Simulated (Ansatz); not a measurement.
**Calculated Sb-121 nuclear quadrupole resonance for Sb₂Pt**

Cell: an entry of the Crystallography Open Database (COD) whose atoms were relaxed with PBE, the cell held.

Space group Pa-3 (No. 205); a = 6.4423 Å.

| site | Wyckoff | site symmetry | x | y | z |
| --- | --- | --- | --- | --- | --- |
| Sb | 8c | .3. | 0.3745 | 0.3745 | 0.3745 |
| Pt | 4a | .-3. | 0.0000 | 0.0000 | 0.0000 |

One atom of each set is listed.

All values are calculated (Ansatz; DFT, PBE, plane waves and PAW, scalar-relativistic, 420 eV cutoff, Γ-centred 5×5×5 k-points, Fermi–Dirac smearing 0.05 eV), not measured.

Sb-121: I = 5/2, Q = -543.0 mb (year-2017 value). Static lattice, zero field.

**Question.** The simulated lines lie at 12.9, 25.8 MHz. What are |C_Q|, η and |V_zz| at Sb?

**Answer.** For I = 5/2 and η = 0 the lines are 3|C_Q|/20 and twice that; η pulls their ratio below 2. Here |C_Q| = 86.0 MHz, η = 0.00 and |V_zz| = 6.55 × 10²¹ V/m². The calculation gives V_zz positive; the lines don't show the sign. The site has 3 Pt at 2.67 Å, 1 Sb at 2.80 Å.

An axis of threefold or higher order runs through Sb, so V_zz lies along it and η is zero.

At this cell the PBE pressure is 6 GPa, so with PBE the cell would grow if it were relaxed. With no gap above 0.1 eV, as in a metal, the gradients converge slowly in k; expect changes of a tenth or more on a denser mesh. Without spin–orbit coupling the gradients at and beside Pt can be off by some per cent, at some sites by more. With these PAW files V_zz is typically within 2 to 3 % of all-electron values, but misses above 10 % occur on Sb.

The relaxation (3 steps) took 71 s of wall time (71 s of CPU time) and 0.68 GiB at its peak, on 1 thread of Arm Neoverse V1 (aarch64; 28 cores open to the job, memory cap 3.0 GiB, no GPU), a shared host with a load of 0.9 a core.
